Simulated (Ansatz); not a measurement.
Values for one crystal, relaxed and computed with LDA in the plane-wave PAW code Ansatz; other levels are named.

- Volume per atom: 10.33 Å³
- Electronic character: metallic (no gap)
- Pressure derivative B′: 4.4
- Young's modulus: 399 GPa
- Mechanical stability: stable (all eigenvalues of C positive)
- Hill bulk and shear moduli: 350 and 152 GPa
- Zone-centre stability: no imaginary mode at Γ

**Question.** Pick the material that matches.
(A) CdO, rock salt
(B) InSb, zinc blende
(C) NbN, rock salt
(D) ZrN, rock salt

**Answer.** C, NbN, rock salt

Space group Fm-3m (rock salt). The cell was relaxed with LDA under the symmetry of its start. No spin polarisation was allowed. As this level gives no gap, shear constants depend on the k-mesh and smearing (Fermi–Dirac, 0.1 eV here). Spin–orbit coupling is left out wherever it is not named.

Potentials: the later of the program's two PAW sets.
